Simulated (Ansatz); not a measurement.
Ru (hcp, Mg type)

```
CELL_PARAMETERS angstrom
      2.72216     0.00000     0.00000
     -1.36108     2.35746     0.00000
      0.00000     0.00000     4.29083
ATOMIC_POSITIONS crystal
  Ru 0.33333 0.66667 0.75000
  Ru 0.66667 0.33333 0.25000
```

This relaxed cell (volume V₀) is scaled evenly in all directions, its shape held. Symmetry pins the atoms to their sites.

The numbers are results of PBE (plane waves to 420 eV, PAW, scalar-relativistic; Ansatz, a program for electronic structure), not measurements. k mesh 21×21×12 (Γ-centred), Fermi-Dirac smearing 0.05 eV. The energy includes the smearing's −TS. Compression counts positive. With the shape held, the modulus is that of even scaling; a crystal free to change shape is softer. Ru is run without spin polarisation. Ru was relaxed with its symmetry unable to fall. ΔE is measured from the relaxed starting cell. The last digit holds for this mesh only.

```tsv
V (Å³/atom)	ΔE (meV/atom)
12.391	164.6
12.621	110.4
12.850	68.2
13.080	37.1
13.309	15.9
13.538	3.9
13.768	0.0
13.997	3.6
14.227	14.0
14.456	30.5
14.686	52.5
14.915	79.6
15.145	withheld
```

Question: Fit a third-order Birch-Murnaghan form (E₀, V₀, B₀, B₀′ free) to the given rows and predict ΔE at V = 15.145.

Answer: Least squares on the 12 given rows: ΔE = E₀ + (9V₀B₀/16)·y²·[2 + (B₀′ − 4)y], y = (V₀/V)^(2/3) − 1, with V₀ = 13.769 Å³/atom, B₀ = 312.0 GPa (160.2 GPa = 1 eV/Å³; the term in eV is multiplied by 1000), B₀′ = 4.82, E₀ = 0.03 meV/atom; root-mean-square residual 0.08 meV/atom. At 15.145 the fit gives 111.3 meV/atom; the calculation gives 111.2 meV/atom, so the extrapolation is off by 0.1 (+0.1 %). For the pressure the fit gives -23.6 GPa against the computed -23.5 GPa.

(Under strain, the slope of the energy per volume gives the stress and its curvature an elastic modulus.)
